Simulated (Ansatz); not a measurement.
Zr:
```yaml
crystal:
  lattice:
    - [3.18328, 0.00000, 0.00000]
    - [-1.59164, 2.75680, 0.00000]
    - [0.00000, 0.00000, 5.11806]
  atoms:
    - { symbol: Zr, position: [0.33333, 0.66667, 0.75000] }
    - { symbol: Zr, position: [0.66667, 0.33333, 0.25000] }
```

Relaxed with PBEsol. Special points in fractions of this cell's reciprocal vectors: Γ (0.000, 0.000, 0.000); M (0.500, 0.000, 0.000); K (0.333, 0.333, 0.000); A (0.000, 0.000, 0.500); L (0.500, 0.000, 0.500); H (0.333, 0.333, 0.500).

### Question
List the band energies nearest the Fermi level at these points for PBEsol (plane waves, PAW; program Ansatz).

### Answer
In eV from the Fermi level; about four levels below and three above (degenerate sets whole), none deeper than 8.9 eV; points with the same levels are listed once.

```
k                    below                above
-  -----------------------  -------------------
Γ              -5.75 -3.16       0.86 0.86 0.92
M  -2.72 -2.58 -2.29 -0.11       0.56 0.75 1.46
K  -2.24 -1.35 -1.35 -1.14       0.23 0.23 1.81
A  -4.01 -4.01 -0.02 -0.02  0.78 0.78 0.78 0.78
L  -3.00 -3.00 -1.17 -1.17  1.76 1.76 2.29 2.29
H  -1.53 -1.53 -1.33 -1.33  0.00 0.00 2.05 2.05
```

Space group P6_3/mmc (hcp (Mg type)). Symmetry was held in the PBEsol relaxation. The run is not spin-polarised. Spin–orbit coupling is left out wherever it is not named.

Potentials: the later of the program's two PAW sets.
